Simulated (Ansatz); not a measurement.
An element in the diamond structure gives these cold pressures by all-electron LAPW under LDA (Ansatz 0.2.0, scalar-relativistic, no spin polarisation).

```
V (Å³/atom)  P (GPa)
      22.21     0.03
      21.10     4.19
      18.88    17.22
      16.66     40.5
      14.44     83.1
      12.22    165.0
      10.00    335.8
       8.89    492.3
```

(1) Which element is it?

Results:

(1) Ge. Its zero-pressure volume in this structure is near 22.2 Å³/atom; the volume and the steepness of P(V) together point to it, though neighbours can come close. Neighbours weren't tried against these numbers.
